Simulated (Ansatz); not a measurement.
Al₂Cu, first-principles data

Al₂Cu:
```yaml
crystal:
  lattice:
    - [0.00000, 3.65610, 3.65610]
    - [3.65610, 0.00000, 3.65610]
    - [3.65610, 3.65610, 0.00000]
  atoms:
    - { symbol: Al, position: [0.62500, 0.62500, 0.62500] }
    - { symbol: Al, position: [0.12500, 0.62500, 0.62500] }
    - { symbol: Al, position: [0.62500, 0.12500, 0.62500] }
    - { symbol: Al, position: [0.62500, 0.62500, 0.12500] }
    - { symbol: Cu, position: [0.25000, 0.25000, 0.25000] }
    - { symbol: Cu, position: [0.00000, 0.00000, 0.00000] }
```

Space group Fd-3m (No. 227), cubic Laves (MgCu2 type); conventional cell a = 7.3122 Å, b = 7.3122 Å, c = 7.3122 Å, α = 90.00°, β = 90.00°, γ = 90.00°.

Method: plane-wave PAW PBE (Ansatz code). The cell and atoms are relaxed at this level. Other levels are named where they apply.

Cell and energy:

| Quantity | Value |
|---|---|
| Volume per atom | 16.29 Å³ |
| Density | 3.99 g/cm³ |
| Formation energy from the elements (no fitted shifts) | 326 meV/atom |

Electronic structure:

| Property | Value |
|---|---|
| Electronic character | metallic (no gap) |
| Density of states at the Fermi level | 0.45 states/eV per atom (mean over ±0.08 eV) |

Mechanics:

| Property | Result |
|---|---|
| Bulk modulus (Birch–Murnaghan fit) | 72.7 GPa |
| Pressure derivative B′ | 4.4 |

A made-up cell: these elements were put on the sites of a structure type; neither database checked (COD, Materials Project) lists it. It is not the phase usual at ambient conditions (space group No. 140). The PBE relaxation kept the symmetry of its start; whether a distortion lowers the energy is not shown. The run is not spin-polarised. The references are the lowest solids computed at this level, not always the standard phases.

Potentials: the later of the program's two PAW sets.
